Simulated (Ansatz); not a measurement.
Ansatz (a first-principles code) input:

Ansatz 0.2 input:
```yaml
crystal:
  lattice:
    - [6.7348460465, 0.0, 0.0]
    - [0.0, 6.7348460465, 0.0]
    - [0.0, 0.0, 6.7348460465]
  atoms:
    - { symbol: Sb, position: [0.3764951918, 0.1235048082, 0.8764951918] }
    - { symbol: Sb, position: [0.6235048082, 0.8764951918, 0.1235048082] }
    - { symbol: Sb, position: [0.1235048082, 0.8764951918, 0.3764951918] }
    - { symbol: Sb, position: [0.8764951918, 0.1235048082, 0.6235048082] }
    - { symbol: Sb, position: [0.8764951918, 0.3764951918, 0.1235048082] }
    - { symbol: Sb, position: [0.1235048082, 0.6235048082, 0.8764951918] }
    - { symbol: Sb, position: [0.6235048082, 0.6235048082, 0.6235048082] }
    - { symbol: Sb, position: [0.3764951918, 0.3764951918, 0.3764951918] }
    - { symbol: Au, position: [0.0, 0.5, 0.5] }
    - { symbol: Au, position: [0.5, 0.5, 0.0] }
    - { symbol: Au, position: [0.5, 0.0, 0.5] }
    - { symbol: Au, position: [0.0, 0.0, 0.0] }
kpoints:
  mp_grid: { grid: [9, 9, 9] }
hamiltonian:
  xc: r2scan
  pseudopotentials: { kind: paw }
scf:
  occupations: { method: fermi_dirac, width: 0.1 }
elastic: { mode: relaxed_ion, stencil: two_point, amplitude: 0.005, f_tol: 0.0005 }
```

Output (shortened):

```
Pseudopotential: Sb, paw, valence charge 15
Pseudopotential: Au, paw, valence charge 19
Functional definition: r2SCAN
Crystal: 12 atoms, lattice volume = 305.480 Å³
Basis set: ecut = 500 eV, 7809 PW (Γ), exchange–correlation on 200×200×200 points (64 copies of the dense FFT grid, shifted against one another)
Bands: 118, of which v1, the nominal top of the filled ones, is band 98 counted from 1 (97 counted from 0)
Symmetry: 24 space group operations
Space group: Pa-3 (ITA 205), of the structure as read, at distance tolerance 6.7e-5 Å
k-points: 45 of 729
SCF 1 converged in 13 iterations: F = -104647.820354 eV  dr2 = 3.69e-14
relax step   1: F+E_penalty+E_count = -104647.82035393 eV  Δ(F+E_penalty+E_count) = +0.000e0 eV  max|allowed force component| = 1.166e-2 eV/Å  Δτ_max = 0.0000 Å  (13 SCF iters, accepted)
Crystal: 12 atoms, lattice volume = 305.480 Å³
SCF 2 converged in 14 iterations: F = -104647.819964 eV  dr2 = 2.90e-14
relax step   2: F+E_penalty+E_count = -104647.81996384 eV  Δ(F+E_penalty+E_count) = +3.901e-4 eV  max|allowed force component| = 2.207e-2 eV/Å  Δτ_max = 0.0055 Å  (14 SCF iters, rejected (line search))
Crystal: 12 atoms, lattice volume = 305.480 Å³
SCF 3 converged in 11 iterations: F = -104647.820510 eV  dr2 = 8.66e-15
relax step   3: F+E_penalty+E_count = -104647.82051016 eV  Δ(F+E_penalty+E_count) = -1.562e-4 eV  max|allowed force component| = 1.368e-4 eV/Å  Δτ_max = 0.0019 Å  (11 SCF iters, accepted)
Crystal: 12 atoms, lattice volume = 305.480 Å³
SCF 4 converged in 10 iterations: F = -104647.820510 eV  dr2 = 4.61e-15
Crystal: 12 atoms, lattice volume = 305.480 Å³
SCF 5 converged in 2 iterations: F = -104647.820510 eV  dr2 = 5.06e-15
Crystal: 12 atoms, lattice volume = 303.953 Å³
Basis set: ecut = 500 eV, 7769 PW (Γ), exchange–correlation on 200×200×200 points (64 copies of the dense FFT grid, shifted against one another)
Symmetry: 8 space group operations
k-points: 125 of 729
SCF 6 converged in 13 iterations: F = -104647.816170 eV  dr2 = 7.39e-14
relax step   1: F+E_penalty+E_count = -104647.81616988 eV  Δ(F+E_penalty+E_count) = +0.000e0 eV  max|allowed force component| = 1.491e-2 eV/Å  Δτ_max = 0.0000 Å  (13 SCF iters, accepted)
Crystal: 12 atoms, lattice volume = 303.953 Å³
SCF 7 converged in 11 iterations: F = -104647.816376 eV  dr2 = 2.10e-14
relax step   2: F+E_penalty+E_count = -104647.81637562 eV  Δ(F+E_penalty+E_count) = -2.057e-4 eV  max|allowed force component| = 4.160e-3 eV/Å  Δτ_max = 0.0039 Å  (11 SCF iters, accepted)
Crystal: 12 atoms, lattice volume = 303.953 Å³
SCF 8 converged in 10 iterations: F = -104647.816396 eV  dr2 = 2.29e-14
relax step   3: F+E_penalty+E_count = -104647.81639575 eV  Δ(F+E_penalty+E_count) = -2.013e-5 eV  max|allowed force component| = 2.706e-5 eV/Å  Δτ_max = 0.0009 Å  (10 SCF iters, accepted)
Crystal: 12 atoms, lattice volume = 303.953 Å³
SCF 9 converged in 2 iterations: F = -104647.816396 eV  dr2 = 7.97e-15
Crystal: 12 atoms, lattice volume = 307.008 Å³
Basis set: ecut = 500 eV, 7817 PW (Γ), exchange–correlation on 200×200×200 points (64 copies of the dense FFT grid, shifted against one another)
SCF 10 converged in 14 iterations: F = -104647.818123 eV  dr2 = 9.83e-15
relax step   1: F+E_penalty+E_count = -104647.81812308 eV  Δ(F+E_penalty+E_count) = +0.000e0 eV  max|allowed force component| = 1.444e-2 eV/Å  Δτ_max = 0.0000 Å  (14 SCF iters, accepted)
Crystal: 12 atoms, lattice volume = 307.008 Å³
SCF 11 converged in 11 iterations: F = -104647.818317 eV  dr2 = 1.13e-14
relax step   2: F+E_penalty+E_count = -104647.81831653 eV  Δ(F+E_penalty+E_count) = -1.935e-4 eV  max|allowed force component| = 5.577e-4 eV/Å  Δτ_max = 0.0027 Å  (11 SCF iters, accepted)
Crystal: 12 atoms, lattice volume = 307.008 Å³
SCF 12 converged in 9 iterations: F = -104647.818317 eV  dr2 = 5.14e-14
relax step   3: F+E_penalty+E_count = -104647.81831695 eV  Δ(F+E_penalty+E_count) = -4.167e-7 eV  max|allowed force component| = 8.815e-6 eV/Å  Δτ_max = 0.0001 Å  (9 SCF iters, accepted)
Crystal: 12 atoms, lattice volume = 307.008 Å³
SCF 13 converged in 2 iterations: F = -104647.818317 eV  dr2 = 2.20e-14
Crystal: 12 atoms, lattice volume = 305.478 Å³
Symmetry: 4 space group operations
k-points: 205 of 729
SCF 14 converged in 14 iterations: F = -104647.819650 eV  dr2 = 6.66e-14
relax step   1: F+E_penalty+E_count = -104647.81965022 eV  Δ(F+E_penalty+E_count) = +0.000e0 eV  max|allowed force component| = 1.822e-2 eV/Å  Δτ_max = 0.0000 Å  (14 SCF iters, accepted)
Crystal: 12 atoms, lattice volume = 305.478 Å³
SCF 15 converged in 12 iterations: F = -104647.819860 eV  dr2 = 3.83e-14
relax step   2: F+E_penalty+E_count = -104647.81986028 eV  Δ(F+E_penalty+E_count) = -2.101e-4 eV  max|allowed force component| = 7.907e-3 eV/Å  Δτ_max = 0.0036 Å  (12 SCF iters, accepted)
Crystal: 12 atoms, lattice volume = 305.478 Å³
SCF 16 converged in 11 iterations: F = -104647.819902 eV  dr2 = 4.06e-14
relax step   3: F+E_penalty+E_count = -104647.81990181 eV  Δ(F+E_penalty+E_count) = -4.153e-5 eV  max|allowed force component| = 1.014e-3 eV/Å  Δτ_max = 0.0012 Å  (11 SCF iters, accepted)
Crystal: 12 atoms, lattice volume = 305.478 Å³
SCF 17 converged in 10 iterations: F = -104647.819903 eV  dr2 = 9.08e-15
relax step   4: F+E_penalty+E_count = -104647.81990270 eV  Δ(F+E_penalty+E_count) = -8.862e-7 eV  max|allowed force component| = 8.315e-5 eV/Å  Δτ_max = 0.0002 Å  (10 SCF iters, accepted)
Crystal: 12 atoms, lattice volume = 305.478 Å³
SCF 18 converged in 2 iterations: F = -104647.819903 eV  dr2 = 5.48e-15
Crystal: 12 atoms, lattice volume = 305.478 Å³
SCF 19 converged in 14 iterations: F = -104647.819650 eV  dr2 = 6.68e-14
relax step   1: F+E_penalty+E_count = -104647.81965022 eV  Δ(F+E_penalty+E_count) = +0.000e0 eV  max|allowed force component| = 1.822e-2 eV/Å  Δτ_max = 0.0000 Å  (14 SCF iters, accepted)
Crystal: 12 atoms, lattice volume = 305.478 Å³
SCF 20 converged in 11 iterations: F = -104647.819902 eV  dr2 = 3.82e-14
relax step   2: F+E_penalty+E_count = -104647.81990246 eV  Δ(F+E_penalty+E_count) = -2.522e-4 eV  max|allowed force component| = 6.541e-4 eV/Å  Δτ_max = 0.0027 Å  (11 SCF iters, accepted)
Crystal: 12 atoms, lattice volume = 305.478 Å³
SCF 21 converged in 8 iterations: F = -104647.819903 eV  dr2 = 8.22e-14
relax step   3: F+E_penalty+E_count = -104647.81990270 eV  Δ(F+E_penalty+E_count) = -2.362e-7 eV  max|allowed force component| = 7.134e-5 eV/Å  Δτ_max = 0.0001 Å  (8 SCF iters, accepted)
Crystal: 12 atoms, lattice volume = 305.478 Å³
SCF 22 converged in 2 iterations: F = -104647.819903 eV  dr2 = 4.40e-14
SCF converged after 2 iterations
Stability not checked: this state was not tested for a lower state beside it, because too few of the mixer's solves of this state at the end of the SCF gave a …
Free energy (F): -104647.820510 eV
Harris-Foulkes:  -104647.820510 eV  (|F-HF|=2.91e-11)
Internal energy: -104647.669594 eV  (E = F + TS)
E sigma→0 (E₀):  -104647.745052 eV
Entropy (-TS):   -0.150917 eV (-12.576 meV/atom)
Fermi energy:    12.496577 eV
--- Per-component energies (eV) ---
  E_band       = -2716.140012
  E_kinetic    = 4063.898753
  E_local      = -21861.540867  (includes V_loc(G=0)·N_el)
  E_nonlocal   = 3197.843689
  E_hartree    = 9672.871632
  E_xc         = -1892.373111
  E_vxc        = -2053.512914  (∫ρ·V_xc dr)
  E_paw        = -75735.552734  (= ΣΔE_a)
  E_vpaw       = -5549.362259  (= ΣTr[D̂ρ^β])
  E_aug_tail   = 0.002771  (compensation charges beyond the density's cutoff)
  E_vtau       = 140.787542  (kinetic-family band-sum trace: ∫τ·v_τ [+ j·A + Jᵃ·Aᵃ] dr)
  E_ewald      = -22096.162727
  E_core_change = 3.343001  (= ΣΔE_core)
  E_smearing   = -0.150917  (= −TS)
  E_closure    = 0.000000  (closes the sum)
  Σ components = -104647.820510   (vs F -104647.820510, Δ=0.00e0)
--- Forces (eV/Å), atoms counted from 1 ---
  atom   1  Sb     0.00013682    -0.00013682     0.00013682
  atom   2  Sb    -0.00013682     0.00013682    -0.00013682
  atom   3  Sb    -0.00013682     0.00013682     0.00013682
  atom   4  Sb     0.00013682    -0.00013682    -0.00013682
  atom   5  Sb     0.00013682     0.00013682    -0.00013682
  atom   6  Sb    -0.00013682    -0.00013682     0.00013682
  atom   7  Sb    -0.00013682    -0.00013682    -0.00013682
  atom   8  Sb     0.00013682     0.00013682     0.00013682
  atom   9  Au     0.00000000     0.00000000     0.00000000
  atom  10  Au     0.00000000     0.00000000     0.00000000
  atom  11  Au     0.00000000     0.00000000     0.00000000
  atom  12  Au     0.00000000     0.00000000     0.00000000
  max |Σ_I F_I| component: 6.91e-18 eV/Å
--- Stress (GPa, compression-positive) ---
        0.095855       0.000000       0.000000
        0.000000       0.095855       0.000000
        0.000000       0.000000       0.095855
  P = ⅓ Tr σ = 0.0959 GPa (0.959 kbar)
--- Band table (eV; the first three rows and the last of 45) ---
  k-point 0: bands = ["-96.2957", "-96.2957", "-96.2957", "-96.2957", "-47.1278", "-47.1278", "-47.1278", "-47.1277", "-47.1277", "-47.1276", "-47.1276", "-47.1276", "-47.0750", "-47.0749", "-47.0749", "-47.0749", "-17.6518", "-17.6518", "-17.6518", …
  k-point 1: bands = ["-96.2957", "-96.2957", "-96.2957", "-96.2957", "-47.1278", "-47.1278", "-47.1278", "-47.1277", "-47.1277", "-47.1276", "-47.1276", "-47.1276", "-47.0750", "-47.0749", "-47.0749", "-47.0749", "-17.6517", "-17.6517", "-17.6515", …
  k-point 2: bands = ["-96.2957", "-96.2957", "-96.2957", "-96.2957", "-47.1278", "-47.1278", "-47.1278", "-47.1277", "-47.1277", "-47.1277", "-47.1277", "-47.1276", "-47.0750", "-47.0749", "-47.0749", "-47.0749", "-17.6516", "-17.6515", "-17.6508", …
  k-point 44: bands = ["-96.2957", "-96.2957", "-96.2957", "-96.2957", "-47.1278", "-47.1278", "-47.1278", "-47.1278", "-47.1276", "-47.1276", "-47.1276", "-47.1276", "-47.0749", "-47.0749", "-47.0749", "-47.0749", "-17.6487", "-17.6487", "-17.6487", …
--- Elastic constants: 2 strain directions × 2 members + reference (group order 24) ---
  dense FFT box of the reference and of every strained cell: 50×50×50
  strains applied: 11, 23; error gains: componentwise 1.00 (the most a stress slope's error grows in a printed constant), spectral 1.73 (1 for all six strains …
  reference relaxed by the batch: 3 steps …
  largest displacement 1.9e-3 Å; the constants are those of the deck's cell at these positions:
  atoms:
    - { symbol: Sb, position: [0.37665869146597514, 0.12334130853402486, 0.8766586914659751] }
    - { symbol: Sb, position: [0.6233413085340249, 0.8766586914659751, 0.12334130853402486] }
    - { symbol: Sb, position: [0.12334130853402486, 0.8766586914659751, 0.37665869146597514] }
    - { symbol: Sb, position: [0.8766586914659751, 0.12334130853402486, 0.6233413085340249] }
    - { symbol: Sb, position: [0.8766586914659751, 0.37665869146597514, 0.12334130853402486] }
    - { symbol: Sb, position: [0.12334130853402486, 0.6233413085340249, 0.8766586914659751] }
    - { symbol: Sb, position: [0.6233413085340249, 0.6233413085340249, 0.6233413085340249] }
    - { symbol: Sb, position: [0.37665869146597514, 0.37665869146597514, 0.37665869146597514] }
    - { symbol: Au, position: [0.0, 0.49999999999999994, 0.49999999999999994] }
    - { symbol: Au, position: [0.49999999999999994, 0.49999999999999994, 0.0] }
    - { symbol: Au, position: [0.49999999999999994, 0.0, 0.49999999999999994] }
    - { symbol: Au, position: [0.0, 0.0, 0.0] }
  C = ∂σ_k/∂η_j (tension-positive GPa; Voigt order 11 22 33 23 13 12):
       132.054     55.534     55.534      0.000      0.000      0.000
        55.534    132.054     55.534      0.000      0.000      0.000
        55.534     55.534    132.054      0.000      0.000      0.000
         0.000      0.000      0.000     25.091      0.000      0.000
         0.000      0.000      0.000      0.000     25.091      0.000
         0.000      0.000      0.000      0.000      0.000     25.091
  reference stress σ⁰ (GPa):     -0.096     -0.096     -0.096      0.000      0.000      0.000
  moduli (Voigt/Reuss/Hill, GPa): K = 81.04/81.04/81.04   G = 30.36/29.10/29.73   E = 79.47   ν = 0.337
  mechanically stable: yes (min eigenvalue of sym C = 25.09 GPa)
  strain η (Voigt 11):  stress-route row diagonal C_11 = 132.05 GPa, energy-path curvature d²(F+E_count+ΔE)/dδ²/Ω₀ = 131.87 GPa
         δ    σ_11 (GPa)             F (eV)   n_scf  n_hpsi   n_pw
    -5.000e-3      -0.7702     -104647.8163957       2  104719   7769   relax 3 steps, max|allowed force component| 2.71e-5 eV/Å
     5.000e-3       0.5503     -104647.8183169       2  105035   7825   relax 3 steps, max|allowed force component| 8.81e-6 eV/Å
  strain η (Voigt 23):  stress-route row diagonal C_44 = 25.09 GPa, energy-path curvature d²(F+E_count+ΔE)/dδ²/Ω₀ = 24.99 GPa
         δ    σ_23 (GPa)             F (eV)   n_scf  n_hpsi   n_pw
    -5.000e-3      -0.1255     -104647.8199027       2  171757   7809   relax 4 steps, max|allowed force component| 8.31e-5 eV/Å
     5.000e-3       0.1255     -104647.8199027       2  171820   7809   relax 3 steps, max|allowed force component| 7.13e-5 eV/Å
```

Cost: very roughly 2.5 core-hours on shared cores.

The workflow started from a Materials Project entry (that database holds measured and hypothetical structures alike); the Crystallography Open Database files this formula in space group No. 205, but the cells were not matched. Whether it is the stable phase at ambient conditions was not checked. Symmetry was held in the r²SCAN relaxation; whether a distortion lowers the energy is not shown. As this level gives no gap, shear constants depend on the k-mesh and smearing (Fermi–Dirac, 0.1 eV here). Spin–orbit coupling is left out wherever it is not named.

Potentials: the later of the program's two PAW sets.

Ansatz is a plane-wave DFT program.
